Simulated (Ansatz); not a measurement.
Pressure against volume: O

```xyz
4
Lattice="2.5610 0.0000 0.0000 -1.2805 2.2179 0.0000 0.0000 0.0000 6.5750" Properties=species:S:1:pos:R:3 pbc="T T T"
O     0.0000    1.4786    1.0586
O     1.2805    0.7393    4.3461
O     0.0000    1.4786    2.2289
O     1.2805    0.7393    5.5164
```

The geometry is COD entry 9017498, unchecked; take it as a test cell.

Solid oxygen carries moments on its molecules; these runs leave spin out.

All numbers are computed: DFT, PBEsol, all-electron LAPW, scalar-relativistic (Ansatz 0.2.0); DFT, PBEsol, PAW with Ansatz's default frozen-core files, scalar-relativistic (Ansatz 0.2.0).

For LAPW: a Γ-centred 13×13×5 k mesh, Fermi–Dirac smearing of 0.03 eV, basis error target 1 meV/atom, no spin polarisation. PAW takes a cutoff of 420 eV at this cell (files made with PBE, cores remade for this functional). The Ansatz runs share mesh, smearing and spin set-up. Plane-wave (PAW) pressures include the program's estimate of the Pulay term.

The cell above is scaled evenly, with fractional coordinates and shape held.

```csv
V/V(cell),V (Å³/atom),"P, LAPW (GPa)","P, PAW (GPa)"
0.9400,8.776,23.37,22.57
0.9600,8.963,18.91,18.20
0.9800,9.150,14.89,14.26
0.9900,9.243,13.02,12.44
1.0000,9.337,11.24,10.70
1.0100,9.430,9.55,9.04
1.0200,9.523,7.95,7.47
1.0400,9.710,4.96,4.56
1.0600,9.897,?,?
```

(1) Fill in the row V/V(cell) = 1.0600.

Answers

(1) P, LAPW (GPa) = 2.26, P, PAW (GPa) = 1.92.
